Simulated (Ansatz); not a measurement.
TaSiPt in space group Pnma (No. 62; Ta on 4c, Si on 4c, Pt on 4c), plane-wave PAW PBE (Ansatz code), all energies at zero smearing, with the estimated change up to a 700 eV cutoff added, with one set of potentials and settings (totals compare only within such a set). Cell of 12 atoms (4 Ta, 4 Si, 4 Pt): -92372.832 eV.

```json
[
 {"element": "Ta", "reference phase": "Im-3m, 1 atoms in the cell", "E (eV/atom)": "-9932.2522"},
 {"element": "Si", "reference phase": "Fd-3m, 2 atoms in the cell", "E (eV/atom)": "-635.8096"},
 {"element": "Pt", "reference phase": "Fm-3m, 1 atoms in the cell", "E (eV/atom)": "-12523.0127"}
]
```

Formation energy per atom, worked out: (-92372.832 − 4×(-9932.2522) − 4×(-635.8096) − 4×(-12523.0127))/12 = -0.711 eV/atom (-69 kJ per mol of atoms), at 0 K, without zero-point energy or fitted corrections.

The workflow started from a Materials Project entry (that database holds measured and hypothetical structures alike); the Crystallography Open Database copy checked does not list it. Its standing as an ambient phase is unchecked. Symmetry was held in the PBE relaxation; its stability against distortions is not shown here. No spin polarisation was allowed. The references are the lowest solids computed at this level, not always the standard phases. Scalar-relativistic: spin–orbit coupling is off unless named, which matters more the heavier the elements.

Potentials: the later of the program's two PAW sets.
